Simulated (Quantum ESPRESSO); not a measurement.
## Au4In2AlRh (one run as intended and one with a planted mistake)

Computed values, not a measurement. The program is pw.x of Quantum ESPRESSO 7.5 (plane-wave density functional theory). The cell is made up: eight metal atoms on a hexagonal close-packed lattice, with elements, volume, strain and displacements drawn at random and not relaxed, so it may be unstable or far from any real phase. PseudoDojo standard norm-conserving files set the functional (PBE unless stated); there is no spin polarisation or spin-orbit coupling, the Fermi-Dirac width of 0.25 eV means electrons at about 2900 K, and the masses in the input are unused placeholders. Heavy elements are run without spin-orbit coupling, which real alloys of them have. A spin test at this wide smearing found no moment, but such smearing suppresses magnetism that the real alloy may have.

Intended input:

```
&control calculation='scf', pseudo_dir='./dojo.nc.sr.pbe.v0_5.standard.upf', outdir='./o', disk_io='minimal', tprnfor=.true., tstress=.true. /
&system ibrav=0, nat=8, ntyp=4, nbnd=71, ecutwfc=87.97787729, nosym=.true., tot_charge=0,
 occupations='smearing', smearing='fd', degauss=0.0183746611
/
&electrons conv_thr=1.470e-08, electron_maxstep=70, mixing_beta=0.5 /
ATOMIC_SPECIES
Al 1.0 Al.upf
Au 1.0 Au.upf
In 1.0 In.upf
Rh 1.0 Rh.upf
CELL_PARAMETERS angstrom
4.546 -2.5266 -0.0355
-2.9941 -0.0031 -4.8698
3.0863 5.1496 -0.0535
ATOMIC_POSITIONS angstrom
Au 0.0833 -0.0183 -0.0465
Au 1.5447 2.5749 -0.0682
In 0.011 1.7091 -2.4178
Au 1.59 4.291 -2.4857
Al 3.038 0.0355 -0.0294
In 4.5978 2.6423 -0.0638
Au 1.5165 -0.8238 -2.4714
Rh 3.1285 1.8029 -2.4874
K_POINTS automatic
5 5 4 1 1 1
```

The log is shortened where brackets say so; the opening notice, blank lines, dates and the lines on written files are dropped, and the path of the files is cut. It prints rydbergs, bohrs and kilobars, and counts compression as positive stress. Its total energy is the free energy E - TS of the whole cell.

Log of the intended run:

```
     Program PWSCF v.7.5
     Parallel version (MPI & OpenMP), running on       4 processor cores
     Number of MPI processes:                 4
     Threads/MPI process:                     1
     [start-up lines left out]
     bravais-lattice index     =            0
     lattice parameter (alat)  =       9.8286  a.u.
     unit-cell volume          =    1032.0151 (a.u.)^3
     number of atoms/cell      =            8
     number of atomic types    =            4
     number of electrons       =       122.00
     number of Kohn-Sham states=           71
     kinetic-energy cutoff     =      87.9779  Ry
     charge density cutoff     =     351.9115  Ry
     scf convergence threshold =      1.5E-08
     mixing beta               =       0.5000
     number of iterations used =            8  plain     mixing
     Exchange-correlation= PBE
                           (   1   4   3   4   0   0   0)
     [axes and pseudopotential details left out]
   Cartesian axes
     site n.     atom                  positions (alat units)
         1        Au     tau(   1) = (   0.0160159  -0.0035185  -0.0089405  )
         2        Au     tau(   2) = (   0.2969968   0.4950716  -0.0131127  )
         3        In     tau(   3) = (   0.0021150   0.3286057  -0.4648663  )
         4        Au     tau(   4) = (   0.3057066   0.8250232  -0.4779213  )
         5        Al     tau(   5) = (   0.5841111   0.0068255  -0.0056527  )
         6        In     tau(   6) = (   0.8840111   0.5080305  -0.0122667  )
         7        Au     tau(   7) = (   0.2915749  -0.1583906  -0.4751719  )
         8        Rh     tau(   8) = (   0.6015113   0.3466405  -0.4782481  )
     number of k points=    50  Fermi-Dirac smearing, width (Ry)=  0.0184
                       cart. coord. in units 2pi/alat
        k(    1) = (   0.1365136   0.0424509  -0.1907622), wk =   0.0400000
        k(    2) = (   0.2411269   0.2315823  -0.2552020), wk =   0.0400000
     [further k points left out]
     Dense  grid:   115059 G-vectors     FFT dimensions: (  60,  72,  72)
     Estimated max dynamical RAM per process >     410.26 MB
     Estimated total dynamical RAM >       1.52 GB
     Initial potential from superposition of free atoms
     starting charge     121.9887, renormalised to     122.0000
     Starting wfcs are   72 randomized atomic wfcs
     total cpu time spent up to now is        7.2 secs
     per-process dynamical memory:   316.2 Mb
     Self-consistent Calculation
     iteration #  1     ecut=    87.98 Ry     beta= 0.50
     Davidson diagonalization with overlap
     ethr =  1.00E-02,  avg # of iterations =  5.6
     Threshold (ethr) on eigenvalues was too large:
     Diagonalizing with lowered threshold
     Davidson diagonalization with overlap
     ethr =  7.95E-04,  avg # of iterations =  1.5
     total cpu time spent up to now is       40.5 secs
     total energy              =   -1690.23639197 Ry
     estimated scf accuracy    <       0.99706540 Ry
     iteration #  2     ecut=    87.98 Ry     beta= 0.50
     Davidson diagonalization with overlap
     ethr =  8.17E-04,  avg # of iterations =  2.9
     total cpu time spent up to now is       59.5 secs
     total energy              =   -1689.52816689 Ry
     estimated scf accuracy    <      11.72618283 Ry
     [iterations 3 to 10 left out]
     iteration # 11     ecut=    87.98 Ry     beta= 0.50
     Davidson diagonalization with overlap
     ethr =  3.83E-10,  avg # of iterations =  2.0
     total cpu time spent up to now is      212.7 secs
     total energy              =   -1690.69859126 Ry
     estimated scf accuracy    <       0.00000009 Ry
     iteration # 12     ecut=    87.98 Ry     beta= 0.50
     Davidson diagonalization with overlap
     ethr =  7.22E-11,  avg # of iterations =  2.2
     total cpu time spent up to now is      228.9 secs
     End of self-consistent calculation
     [lines on levels left out]
!    total energy              =   -1690.69859127 Ry
     estimated scf accuracy    <          8.1E-09 Ry
     smearing contrib. (-TS)   =      -0.05638591 Ry
     internal energy E=F+TS    =   -1690.64220536 Ry
     The total energy is F=E-TS. E is the sum of the following terms:
     one-electron contribution =    -630.41970905 Ry
     hartree contribution      =     382.82179569 Ry
     xc contribution           =    -328.48949991 Ry
     ewald contribution        =   -1114.55479208 Ry
     convergence has been achieved in  12 iterations
     Forces acting on atoms (cartesian axes, Ry/au):
     atom    1 type  2   force =    -0.00810804    0.01281648    0.01588742
     atom    2 type  2   force =     0.00375538   -0.00511944    0.00915675
     atom    3 type  3   force =     0.00299797    0.01757606    0.00277852
     atom    4 type  2   force =    -0.00015916   -0.00176335   -0.01048620
     atom    5 type  1   force =    -0.00675239    0.01023483   -0.01139395
     atom    6 type  3   force =     0.00837373   -0.01725788   -0.00959286
     atom    7 type  2   force =     0.00403605    0.00736924   -0.01102390
     atom    8 type  4   force =    -0.00414354   -0.02385595    0.01467422
     Total force =     0.052718     Total SCF correction =     0.000206
     Computing stress (Cartesian axis) and pressure
          total   stress  (Ry/bohr**3)                   (kbar)     P=      -50.90
  -0.00042116   0.00008019  -0.00008584          -61.95       11.80      -12.63
   0.00008019  -0.00024363   0.00008050           11.80      -35.84       11.84
  -0.00008584   0.00008050  -0.00037329          -12.63       11.84      -54.91
     init_run     :      6.71s CPU      7.10s WALL (       1 calls)
     electrons    :    219.84s CPU    221.66s WALL (       1 calls)
     forces       :      2.80s CPU      2.95s WALL (       1 calls)
     stress       :      9.36s CPU      9.71s WALL (       1 calls)
     [timing details left out]
     PWSCF        :   3m58.86s CPU   4m 1.60s WALL
     JOB DONE.
```

A second run has one planted mistake: one atom is of a wrong element. The input lines that differ:

```
- &system ibrav=0, nat=8, ntyp=4, nbnd=71, ecutwfc=87.97787729, nosym=.true., tot_charge=0,
+ &system ibrav=0, nat=8, ntyp=4, nbnd=76, ecutwfc=87.97787729, nosym=.true., tot_charge=0,
- Al 1.0 Al.upf
+ Ta 1.0 Ta.upf
- Al 3.038 0.0355 -0.0294
+ Ta 3.038 0.0355 -0.0294
```

Its log:

```
     Program PWSCF v.7.5
     Parallel version (MPI & OpenMP), running on       4 processor cores
     Number of MPI processes:                 4
     Threads/MPI process:                     1
     [start-up lines left out]
     bravais-lattice index     =            0
     lattice parameter (alat)  =       9.8286  a.u.
     unit-cell volume          =    1032.0151 (a.u.)^3
     number of atoms/cell      =            8
     number of atomic types    =            4
     number of electrons       =       132.00
     number of Kohn-Sham states=           76
     kinetic-energy cutoff     =      87.9779  Ry
     charge density cutoff     =     351.9115  Ry
     scf convergence threshold =      1.5E-08
     mixing beta               =       0.5000
     number of iterations used =            8  plain     mixing
     Exchange-correlation= PBE
                           (   1   4   3   4   0   0   0)
     [axes and pseudopotential details left out]
   Cartesian axes
     site n.     atom                  positions (alat units)
         1        Au     tau(   1) = (   0.0160159  -0.0035185  -0.0089405  )
         2        Au     tau(   2) = (   0.2969968   0.4950716  -0.0131127  )
         3        In     tau(   3) = (   0.0021150   0.3286057  -0.4648663  )
         4        Au     tau(   4) = (   0.3057066   0.8250232  -0.4779213  )
         5        Ta     tau(   5) = (   0.5841111   0.0068255  -0.0056527  )
         6        In     tau(   6) = (   0.8840111   0.5080305  -0.0122667  )
         7        Au     tau(   7) = (   0.2915749  -0.1583906  -0.4751719  )
         8        Rh     tau(   8) = (   0.6015113   0.3466405  -0.4782481  )
     number of k points=    50  Fermi-Dirac smearing, width (Ry)=  0.0184
                       cart. coord. in units 2pi/alat
        k(    1) = (   0.1365136   0.0424509  -0.1907622), wk =   0.0400000
        k(    2) = (   0.2411269   0.2315823  -0.2552020), wk =   0.0400000
     [further k points left out]
     Dense  grid:   115059 G-vectors     FFT dimensions: (  60,  72,  72)
     Estimated max dynamical RAM per process >     436.46 MB
     Estimated total dynamical RAM >       1.62 GB
     Initial potential from superposition of free atoms
     starting charge     131.9902, renormalised to     132.0000
     Starting wfcs are   78 randomized atomic wfcs
     total cpu time spent up to now is        7.5 secs
     per-process dynamical memory:   335.2 Mb
     Self-consistent Calculation
     iteration #  1     ecut=    87.98 Ry     beta= 0.50
     Davidson diagonalization with overlap
     ethr =  1.00E-02,  avg # of iterations =  4.1
     Threshold (ethr) on eigenvalues was too large:
     Diagonalizing with lowered threshold
     Davidson diagonalization with overlap
     ethr =  9.00E-04,  avg # of iterations =  1.7
     total cpu time spent up to now is       41.1 secs
     total energy              =   -1815.63225882 Ry
     estimated scf accuracy    <       1.22780879 Ry
     iteration #  2     ecut=    87.98 Ry     beta= 0.50
     Davidson diagonalization with overlap
     ethr =  9.30E-04,  avg # of iterations =  3.0
     total cpu time spent up to now is       60.3 secs
     total energy              =   -1815.16140373 Ry
     estimated scf accuracy    <       8.47132569 Ry
     [iterations 3 to 11 left out]
     iteration # 12     ecut=    87.98 Ry     beta= 0.50
     Davidson diagonalization with overlap
     ethr =  4.97E-10,  avg # of iterations =  2.0
     total cpu time spent up to now is      231.8 secs
     total energy              =   -1816.20991338 Ry
     estimated scf accuracy    <       0.00000017 Ry
     iteration # 13     ecut=    87.98 Ry     beta= 0.50
     Davidson diagonalization with overlap
     ethr =  1.25E-10,  avg # of iterations =  2.2
     total cpu time spent up to now is      247.8 secs
     End of self-consistent calculation
     [lines on levels left out]
!    total energy              =   -1816.20991339 Ry
     estimated scf accuracy    <          6.6E-09 Ry
     smearing contrib. (-TS)   =      -0.07912626 Ry
     internal energy E=F+TS    =   -1816.13078714 Ry
     The total energy is F=E-TS. E is the sum of the following terms:
     one-electron contribution =    -556.28421197 Ry
     hartree contribution      =     354.67484246 Ry
     xc contribution           =    -355.85863067 Ry
     ewald contribution        =   -1258.66278696 Ry
     convergence has been achieved in  13 iterations
     Forces acting on atoms (cartesian axes, Ry/au):
     atom    1 type  1   force =    -0.00688589    0.02173520    0.01857072
     atom    2 type  1   force =    -0.00625267   -0.00865886    0.00597969
     atom    3 type  2   force =     0.00098069    0.01294002   -0.00032597
     atom    4 type  1   force =     0.00450584   -0.00324633   -0.01215190
     atom    5 type  4   force =     0.00250563    0.02312736   -0.01202232
     atom    6 type  2   force =     0.00444176   -0.01948119   -0.00998338
     atom    7 type  1   force =     0.00453570    0.00427685   -0.00982932
     atom    8 type  3   force =    -0.00383107   -0.03069306    0.01976249
     Total force =     0.063474     Total SCF correction =     0.000303
     Computing stress (Cartesian axis) and pressure
          total   stress  (Ry/bohr**3)                   (kbar)     P=      -47.52
  -0.00040641   0.00005239  -0.00004467          -59.78        7.71       -6.57
   0.00005239  -0.00026527   0.00010108            7.71      -39.02       14.87
  -0.00004467   0.00010108  -0.00029742           -6.57       14.87      -43.75
     init_run     :      6.93s CPU      7.35s WALL (       1 calls)
     electrons    :    230.19s CPU    240.38s WALL (       1 calls)
     forces       :      2.73s CPU      2.77s WALL (       1 calls)
     stress       :      9.20s CPU      9.63s WALL (       1 calls)
     [timing details left out]
     PWSCF        :   4m 9.20s CPU   4m20.32s WALL
     JOB DONE.
```

|  | intended run | run with the mistake |
| --- | --- | --- |
| free energy (eV) | -23003.126 | -24710.795 |
| entropy term -TS, part of it (eV) | -0.767 | -1.077 |
| pressure (GPa) | -5.09 | -4.75 |
| size of the largest force component (eV/Å) | 0.613 | 0.789 |
| largest change of a force component (eV/Å) |  | 0.331 |
| iterations | 12 | 13 |

For scale, a rerun of the intended cell at a higher cutoff and on a denser mesh moved values by no more than 0.006 eV in energy, 0.14 GPa in stress and 0.013 eV/Å in force, and a second program with other atomic files agreed on that cell to 2 % rms in force and 0.5 GPa in pressure. Files of another functional or element have another zero of energy, so the energy change says nothing on stability. The number of bands, nbnd, was set by rule from the electron count, so it follows the mistake.